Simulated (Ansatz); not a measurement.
An Ansatz input and the part of its output that reports the observables at the nuclei.

The cell is a Materials Project structure (computed, not necessarily an observed phase), atoms as given.

```yaml
crystal:
  lattice:
    - [5.97705815, 0.0, 0.0]
    - [0.0, 5.97705815, 0.0]
    - [0.0, 0.0, 8.63655261]
  atoms:
    - { symbol: Sr, position: [0.5, 0.0, 0.25] }
    - { symbol: Sr, position: [0.0, 0.5, 0.75] }
    - { symbol: Ca, position: [0.0, 0.0, 0.5] }
    - { symbol: Ca, position: [0.5, 0.5, 0.0] }
    - { symbol: La, position: [0.0, 0.5, 0.25] }
    - { symbol: La, position: [0.5, 0.0, 0.75] }
    - { symbol: Bi, position: [0.0, 0.0, 0.0] }
    - { symbol: Bi, position: [0.5, 0.5, 0.5] }
    - { symbol: O, position: [0.0, 0.0, 0.24364243] }
    - { symbol: O, position: [0.5, 0.5, 0.25635757] }
    - { symbol: O, position: [0.0, 0.0, 0.75635757] }
    - { symbol: O, position: [0.5, 0.5, 0.74364243] }
    - { symbol: O, position: [0.32000683, 0.1570179, 0.98662289] }
    - { symbol: O, position: [0.67999317, 0.8429821, 0.98662289] }
    - { symbol: O, position: [0.8429821, 0.32000683, 0.01337711] }
    - { symbol: O, position: [0.1570179, 0.67999317, 0.01337711] }
    - { symbol: O, position: [0.82000683, 0.3429821, 0.48662289] }
    - { symbol: O, position: [0.17999317, 0.6570179, 0.48662289] }
    - { symbol: O, position: [0.3429821, 0.17999317, 0.51337711] }
    - { symbol: O, position: [0.6570179, 0.82000683, 0.51337711] }
kpoints:
  mp_grid: { grid: [4, 4, 3] }
scf:
  occupations: { method: fermi_dirac, width: 0.02 }
hamiltonian:
  xc: r2scan
  pseudopotentials: { kind: paw }
output:
  forces: true
  stress: true
  populations: true
  efg:
    quadrupole_moments_barn: { Sr: 0.305, Ca: -0.0408, La: 0.206, Bi: -0.516, O: -0.02558 }
    contact_densities: true
  write_density: true
  write_potential: true
  elf: true
  volumetric_format: npy
```

```sh
ansatz run input.yaml --threads 2 --pin off --max-ram 5120MiB --backend cpu --events-out ev --progress --plain --runs-dir out
```

Of the output, the block on the nuclei alone is shown; the set-up, the SCF iterations, energies, forces and stress are cut. One atom of each set with nearly equal values is shown.

```
--- PAW observables at the nuclei: V_zz in 10²¹ V/m², potentials from the cell's mean, atoms counted from 1 ---
  atom   1  Sr V_zz =    +8.847311   η = 0.9978   by run symmetry: allowed   C_q = +65.2477 MHz
            electrostatic potential = -5510.927187 V   contact ρ = 400754.872009 e/Å³
  atom   3  Ca V_zz =    -1.404454   η = 0.0000   by run symmetry: allowed   C_q = +1.3855 MHz
            electrostatic potential = -2219.368056 V   contact ρ = 41204.277313 e/Å³
  atom   5  La V_zz =   +33.096176   η = 0.6948   by run symmetry: allowed   C_q = +164.8540 MHz
            electrostatic potential = -9873.359255 V   contact ρ = 2245792.058728 e/Å³
  atom   7  Bi V_zz =    -5.496909   η = 0.0000   by run symmetry: allowed   C_q = +68.5840 MHz
            electrostatic potential = -17829.386668 V   contact ρ = 17897876.257812 e/Å³
  atom   9  O  V_zz =    +6.339165   η = 0.4248   by run symmetry: allowed   C_q = -3.9209 MHz
            electrostatic potential = -626.167443 V   contact ρ = 2153.452305 e/Å³
  atom  13  O  V_zz =    +8.606582   η = 0.2945   by run symmetry: allowed   C_q = -5.3234 MHz
            electrostatic potential = -626.495537 V   contact ρ = 2153.266116 e/Å³
```

The run took 2.3 min of wall time (4.4 min of CPU time) and 1.3 GiB at its peak, on 2 threads of Arm Neoverse N1 (aarch64; 36 cores open to the job, memory cap 5.0 GiB, no GPU), a shared host with a load of 1.0 a core.

At this cell the principal stresses reach 5 GPa in size with r2SCAN, which can matter for small gradients. The largest force is 0.5 eV/Å, so the atoms aren't at the calculated equilibrium and relaxing them would move these values. Spin–orbit coupling is left out, which shifts gradients on Bi by a few per cent, and by more where contributions nearly cancel.
